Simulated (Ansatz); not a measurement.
MgSe (rock salt, Fm-3m) under volume change, r²SCAN (plane waves, PAW; program Ansatz), scaled uniformly.

```json
[
 {"V (Å³/atom)": "18.639", "E − E(relaxed) (meV/atom)": "40.2", "P (GPa)": "7.57"},
 {"V (Å³/atom)": "19.253", "E − E(relaxed) (meV/atom)": "16.9", "P (GPa)": "4.65"},
 {"V (Å³/atom)": "19.868", "E − E(relaxed) (meV/atom)": "…", "P (GPa)": "…"},
 {"V (Å³/atom)": "20.482", "E − E(relaxed) (meV/atom)": "0.0", "P (GPa)": "0.00"},
 {"V (Å³/atom)": "21.097", "E − E(relaxed) (meV/atom)": "3.6", "P (GPa)": "-1.84"},
 {"V (Å³/atom)": "21.711", "E − E(relaxed) (meV/atom)": "13.8", "P (GPa)": "-3.43"},
 {"V (Å³/atom)": "22.326", "E − E(relaxed) (meV/atom)": "…", "P (GPa)": "…"}
]
```

**Question.** Complete the blanks.

**Answer.** 
- 19.868, E − E(relaxed) (meV/atom): 4.0
- 19.868, P (GPa): 2.15
- 22.326, E − E(relaxed) (meV/atom): 29.6
- 22.326, P (GPa): -4.79

**Question.** What does a third-order Birch–Murnaghan fit give for V₀, B₀ and B′?

**Answer.** V₀ = 20.48 Å³/atom, B₀ = 66.2 GPa, B′ = 4.1.

The r²SCAN relaxation kept the symmetry of its start. The volume moved by -30 % from the start of the relaxation.

Potentials: the later of the program's two PAW sets.
